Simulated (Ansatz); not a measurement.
TiN (rock salt)

```
TiN
1.0
    0.00000     2.12337     2.12337
    2.12337     0.00000     2.12337
    2.12337     2.12337     0.00000
N Ti
1 1
Direct
  0.00000   0.00000   0.00000
  0.50000   0.50000   0.50000
```

In this cell atom 1 (N, nearest neighbour Ti at 2.123 Å; its periodic images, 3.0 Å or more away, move with it) is moved by s along Cartesian z, unit vector (0.000, 0.000, 1.000); all other atoms and the cell stay fixed.

Level of theory: PBE (plane waves to 420 eV, PAW, scalar-relativistic; Ansatz, a first-principles code). k mesh 15×15×15 (Γ-centred), Fermi-Dirac smearing 0.05 eV. Energies are smeared free energies. With partly filled bands, energies and forces of such displacements shift with the k mesh and the smearing. The PAW data are Ansatz's earlier set. TiN is run without spin polarisation. TiN was relaxed with its symmetry unable to fall. ΔE is measured from the undisplaced structure.

Successive frames, forces in eV/Å:

| frame | ΔE (meV/cell) | F on N1 | F on Ti2 |
|---|---|---|---|
| s = 0.168 Å | 147 | (0.000, 0.000, -1.770) | (0.000, 0.000, 1.770) |
| s = 0.126 Å | 82 | (0.000, 0.000, -1.317) | (0.000, 0.000, 1.317) |
| s = 0.084 Å | 36 | (0.000, 0.000, -0.864) | (0.000, 0.000, 0.864) |

What are the energy and the forces in the next frame, s = 0.042 Å?

ΔE (meV/cell) = 9.

```json
[
 {"atom": "N1", "Fx": "0.000", "Fy": "0.000", "Fz": "-0.430"},
 {"atom": "Ti2", "Fx": "0.000", "Fy": "0.000", "Fz": "0.430"}
]
```

(For displaced atoms, the force is minus the slope of the energy, and its curvature is a force constant, which sets phonon frequencies.)
